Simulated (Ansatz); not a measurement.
A relaxed cell of Mg₃Cd₂Te₅ is given with its symmetry left out. The cell was found from a structure generator's guess, not taken from experiment.

Method: DFT PBE, scalar-relativistic, plane waves, PAW (Ansatz 0.2.0). Cutoff 420 eV, Γ-centred mesh, Gaussian smearing, no spin polarisation.

```xyz
10
Lattice="-2.3202 2.3202 16.3320 2.3202 -2.3202 16.3320 2.3202 2.3202 -16.3320" Properties=species:S:1:pos:R:3 pbc="T T T"
Mg    0.0000    0.0000   22.8875
Mg    0.0000    0.0000    9.7766
Mg    0.0000    0.0000   16.3320
Cd    0.0000    0.0000   29.3858
Cd    0.0000    0.0000    3.2782
Te    2.3202    0.0000   11.3766
Te    0.0000    2.3202   14.7317
Te    0.0000    2.3202    1.6003
Te    2.3202    0.0000    4.9554
Te    0.0000    2.3202    8.1660
```

The zero of energy is the elements' standard structures at the same level; no fitted shifts are applied.

Problem. Find its symmetry and describe it.

Solution. I-4m2 (No. 119), with Mg and Cd ordered on zinc blende sites. Conventional cell: a = 4.640 Å, c = 32.664 Å. Around Mg on a site of symmetry 2mm lie 4 Te at 2.82 Å; Mg on a site of symmetry -4m2 is surrounded by 4 Te at 2.82 Å; Cd is surrounded by 4 Te at 2.86 Å; Te on a site of symmetry 2mm is surrounded by 2 Mg at 2.82 Å and 2 Cd at 2.86 Å; 2 more sites not described.

Problem. What is its formation energy per atom?

Solution. −0.713 eV/atom. It lies below the elements, which doesn't yet make it stable against other compounds or structures.

Problem. Is it a metal?

Solution. No, the gap on the 8×8×8 mesh is 1.53 eV.

The last run used an 8×8×8 mesh for its 10-atom cell and Gaussian smearing of 0.02 eV. Spin–orbit coupling, which can matter for Te, is left out. Kohn–Sham gaps at this level usually fall short of measured ones. The missing spin–orbit coupling can work the other way here. The reference form of Te is held partly by dispersion forces, which this level lacks. A later test with randomly moved atoms came back to the same energy, though modes that don't fit the test's cell weren't probed.
